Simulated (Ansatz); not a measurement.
An Ansatz (a first-principles code) input:

Ansatz 0.2 input:
```yaml
crystal:
  lattice:
    - [5.2943097516, 0.0, 0.0]
    - [0.0, 5.0697104902, 0.0]
    - [0.0, 0.0, 5.1017669167]
  atoms:
    - { symbol: Hf, position: [0.0325850176, 0.2662853043, 0.2400086312] }
    - { symbol: Hf, position: [0.9674149824, 0.7337146957, 0.7400086312] }
    - { symbol: Hf, position: [0.4674149824, 0.2662853043, 0.7400086312] }
    - { symbol: Hf, position: [0.5325850176, 0.7337146957, 0.2400086312] }
    - { symbol: O, position: [0.3654296448, 0.0676116418, 0.3831586966] }
    - { symbol: O, position: [0.6345703552, 0.9323883582, 0.8831586966] }
    - { symbol: O, position: [0.1345703552, 0.0676116418, 0.8831586966] }
    - { symbol: O, position: [0.8654296448, 0.9323883582, 0.3831586966] }
    - { symbol: O, position: [0.7292322052, 0.4627835821, 0.4898326722] }
    - { symbol: O, position: [0.2707677948, 0.5372164179, 0.9898326722] }
    - { symbol: O, position: [0.7707677948, 0.4627835821, 0.9898326722] }
    - { symbol: O, position: [0.2292322052, 0.5372164179, 0.4898326722] }
kpoints:
  mp_grid: { grid: [4, 5, 5] }
  band_path:
    path:
      - [[0.0, 0.0, 0.0], [0.5, 0.0, 0.0], [0.5, 0.5, 0.0], [0.0, 0.5, 0.0], [0.0, 0.0, 0.0], [0.0, 0.0, 0.5], [0.5, 0.0, 0.5], [0.5, 0.5, 0.5], [0.0, 0.5, 0.5], [0.0, 0.0, 0.5]]  # Γ-X-S-Y-Γ-Z-U-R-T-Z
      - [[0.5, 0.0, 0.0], [0.5, 0.0, 0.5]]  # X-U
      - [[0.0, 0.5, 0.0], [0.0, 0.5, 0.5]]  # Y-T
      - [[0.5, 0.5, 0.0], [0.5, 0.5, 0.5]]  # S-R
      - [VBM, CBM]
    npoints: 6
basis: { ecutwfc: 600, xc_grid: 2 }
hamiltonian:
  xc: pbe
  pseudopotentials: { azcp: { folder: ./paw }, kind: paw_fr }
magnetization: { noncollinear: true, spin_orbit: true }
scf:
  n_extra_bands: 24
  convergence: { dr2_threshold: 0.0000000001 }
  occupations: { method: gaussian, width: 0.01 }
checkpoint: { write: soc.run }
output: { eigenvalues: true }
```

Task: How many symmetry operations and irreducible k-points will the run report?

Result: 4 operations, 27 of 100 k-points.

Task: With a cutoff of 600 eV, how many plane waves at Γ?

Result: 4549.

It took around 50 core-minutes (rough) on shared server cores.

Space group Pca2_1. The PBE relaxation kept the symmetry of its start. No spin polarisation was allowed.

Potentials: the earlier of the program's two PAW sets.

Ansatz is a plane-wave DFT program.
